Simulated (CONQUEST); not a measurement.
CONQUEST run on a model cell of SnSe2 (I4_1/amd, 12 atoms in the cell; prototype structure): self-consistent single point.

Method: PBEsol, numerical atomic orbitals double-zeta with polarisation (the shipped basis), PseudoDojo norm-conserving potentials made for PBEsol (CONQUEST).

```yaml
crystal:
  lattice:
    - [5.14854, 0.00000, 0.00000]
    - [0.00000, 5.14854, 0.00000]
    - [0.00000, 0.00000, 12.94141]
  atoms:
    - { symbol: Sn, position: [0.50000, 0.50000, 0.00000] }
    - { symbol: Sn, position: [0.50000, 0.00000, 0.25000] }
    - { symbol: Sn, position: [0.00000, 0.00000, 0.50000] }
    - { symbol: Sn, position: [0.00000, 0.50000, 0.75000] }
    - { symbol: Se, position: [0.00000, 0.00000, 0.29190] }
    - { symbol: Se, position: [0.50000, 0.00000, 0.04190] }
    - { symbol: Se, position: [0.50000, 0.00000, 0.45810] }
    - { symbol: Se, position: [0.50000, 0.50000, 0.20810] }
    - { symbol: Se, position: [0.50000, 0.50000, 0.79190] }
    - { symbol: Se, position: [0.00000, 0.50000, 0.54190] }
    - { symbol: Se, position: [0.00000, 0.50000, 0.95810] }
    - { symbol: Se, position: [0.00000, 0.00000, 0.70810] }
```

Reference input (self-consistent single point, DFT, PBEsol, numerical atomic orbitals double-zeta with polarisation (the shipped basis), PseudoDojo norm-conserving potentials made for PBEsol): basis = DZP; Diag.MPMeshX, Y, Z = 3 3 1; potentials = PseudoDojo norm-conserving PBEsol; Grid.GridCutoff = 140 Ha; DM.SolutionMethod = diagon; Diag.MPShiftX = 0.16666667; Diag.MPShiftY = 0.16666667; Diag.MPShiftZ = 0.50000000; Diag.kT = 0.003675 Ha; minE.SCTolerance = 1.0e-06; SC.MaxIters = 100; SC.LinearMixingFactor = 0.5. This run's input differs from it in these lines:

```diff
@@ -15,3 +15,3 @@
 
-Grid.GridCutoff                140
+Grid.GridCutoff                126
 DM.SolutionMethod              diagon
```

Output (repeated stretches shortened):

```
    new_SC_potl: Starting.  Tolerance:  0.10000E-05

    PulayMixSC: Starting Pulay mixing, A_up =  0.500 A_dn =  0.500
    PulayMixSC: Spin non-polarised calculation.
    PulayMixSC: with Kerker preconditioning, q0 =  0.500
          Harris-Foulkes Energy            :     -1283.321302149422081 Ha
          GroundState Energy (E-(1/2)TS)   :     -1283.322332981838372 Ha
          Free Energy (E-TS)               :     -1283.323363814254890 Ha
          DFT Total Energy                 :     -1283.117310776979593 Ha
          Total number of electrons        :       183.999999999983714
   [... lines left out ...]
          Total number of electrons        :       184.000202793175049
    PulayMixSC: Pulay iteration    20 residual:              0.13855E-05
          Harris-Foulkes Energy            :     -1283.219138973845475 Ha
          GroundState Energy (E-(1/2)TS)   :     -1283.223789200291776 Ha
          Free Energy (E-TS)               :     -1283.228439426738078 Ha
          DFT Total Energy                 :     -1283.219139301219911 Ha
          Total number of electrons        :       184.000209735889968
    PulayMixSC: Pulay iteration    21 residual:              0.80907E-06
    PulayMixSC: Reached SCF tolerance of  0.80907E-06 after     21 iterations
      | Number of electrons      =       184.000210
      |* band energy as 2Tr[K.H] =      -219.417034513825030 Ha
      |  screened ion-ion energy =      -974.062289127210875 Ha
      |  Ha correction           =         3.642628370084396 Ha
      |  XC correction           =       -93.382486906786468 Ha
      | GS Energy as E-(1/2)TS   =     -1283.223789200291776 Ha
      | Free Energy as E-TS      =     -1283.228439426738078 Ha
      |* Harris-Foulkes energy   =     -1283.219138973845475 Ha
      |* DFT total energy        =     -1283.219139301219911 Ha
      |  estimated accuracy      =         0.000000327374437 Ha

    force: Forces on atoms (Ha/a0)
    force:  Atom   X              Y              Z
   [... lines left out ...]
    force:    12  -0.0000000000  -0.0000000000   0.0049132797

    force: Maximum force :        0.00491328(Ha/a0) on atom        11 in z direction
    force: Force Residual:        0.00401168 Ha/a0
    force: Total stress:         -6.44905131    -6.44905131    -3.03010564 GPa
    force: Average pressure:      5.30940275 GPa

    force: Finished force
    get_E_and_F: Change in energy during last step of electronic optimisation: -0.16585E-05
```

The run converged in 21 iterations. CONQUEST prints the stress tensor with tension positive. Against the reference run the free energy stays essentially unchanged (within 1 meV/atom), the pressure moves little (5.27 to 5.31 GPa) and the largest force goes from 0.243 to 0.253 eV/Å.

The cell was set up from a structure prototype or typed lattice constants and was not relaxed beforehand at this level. The program uses no crystal symmetry, so grid and mesh can part values that symmetry would make equal. The atom-centred basis is finite, which shifts total energies, pressures and forces against plane waves. This run is one point of a test of settings, so its values need not be converged; read them against the reference run alone. No clean gap shows at this smearing width and mesh (spacing up to 0.49 Å⁻¹); the mesh is coarse for partly filled bands, so the values carry mesh errors.

Cost on one core: around 4 core-minutes (rough).
